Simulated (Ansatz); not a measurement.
TiTe₂:
```xyz
3
Lattice="3.6981 0.0000 0.0000 -1.8490 3.2026 0.0000 0.0000 0.0000 6.3825" Properties=species:S:1:pos:R:3 pbc="T T T"
Ti     0.0000     0.0000     0.0000
Te     1.8490     1.0675     1.7304
Te     0.0000     2.1351     4.6521
```

Relaxed with PBE+D3(BJ). Special points in fractions of this cell's reciprocal vectors: Γ (0.000, 0.000, 0.000); M (0.500, 0.000, 0.000); K (0.333, 0.333, 0.000); A (0.000, 0.000, 0.500); L (0.500, 0.000, 0.500); H (0.333, 0.333, 0.500).

**Question.** List the band energies nearest the Fermi level at these points for PBE+D3(BJ) with spin–orbit coupling in the plane-wave PAW code Ansatz.

**Answer.** In eV from the Fermi level; about four levels below and three above (degenerate sets whole), none deeper than 8.9 eV; points with the same levels are listed once.

```
k                    below                above
-  -----------------------  -------------------
Γ  -1.78 -1.78 -1.49 -1.49  0.22 0.22 0.23 0.23
M  -1.16 -1.16 -0.05 -0.05  1.27 1.27 1.63 1.63
K  -2.46 -2.46 -2.31 -2.31  1.11 1.11 1.50 1.50
A  -1.66 -1.66 -1.40 -1.40  0.42 0.42 0.42 0.42
L  -0.41 -0.41 -0.35 -0.35  1.27 1.27 1.62 1.62
H  -1.82 -1.82 -1.73 -1.73  0.95 0.95 1.01 1.01
```

Space group P-3m1 (CdI2 type). Symmetry was held in the PBE+D3(BJ) relaxation. The run is not spin-polarised.

Potentials: the later of the program's two PAW sets.
